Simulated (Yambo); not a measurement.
Yambo run on KIO$_{3}$ (space group R3m, No. 160). The wavefunctions are PBEsol (Quantum ESPRESSO, PseudoDojo norm-conserving, 84 Ry, with spin-orbit coupling) ones on a 2×2×2 mesh (34 occupied bands); a = 4.438 Å, b = 4.438 Å, c = 4.438 Å, α = 88.67°, β = 88.67°, γ = 88.67°.

Yambo input:

```
rim_cut
gw0
dyson
el_el_corr
HF_and_locXC
ppa
em1d
RandQpts= 1000000
RandGvec= 1 Ry
EXXRLvcs= 84 Ry
VXCRLvcs= 336 Ry
Chimod= "HARTREE"
% BndsRnXp
 1 | 254 |
%
NGsBlkXp= 7 Ry
% LongDrXp
 1.0 | 1.0 | 1.0 |
%
PPAPntXp= 27.2114 eV
% GbndRnge
 1 | 166 |
%
GTermKind= "none"
DysSolver= "n"
ExtendOut
% QPkrange
 4 | 4 | 34 | 35 |
%
```

k points by index: 4 = Z.

Resulting energies as the program prints them:

```
#    K-point    Band    Eo [eV]    E [eV]    E-Eo [eV]    Vxc [eV]    Vnlxc [eV]    Sc|Eo [eV]    Sc|E [eV]    dSc/dw|Eo [eV]    Re(Z)    Im(Z)
#
    4    34    0.000000    -0.389951    -0.389951    -16.83925    -20.49406    3.164347    3.264860    -7.012078    0.795107    -0.001301
    4    35    2.274966    3.486037    1.211071    -14.00581    -10.04356    -2.471928    -2.751174    -6.273881    0.812636    -0.001215
```
(The two width columns are left out.) Convergence of these settings isn't established.

Geometry of the Materials Project entry, not relaxed at this level.
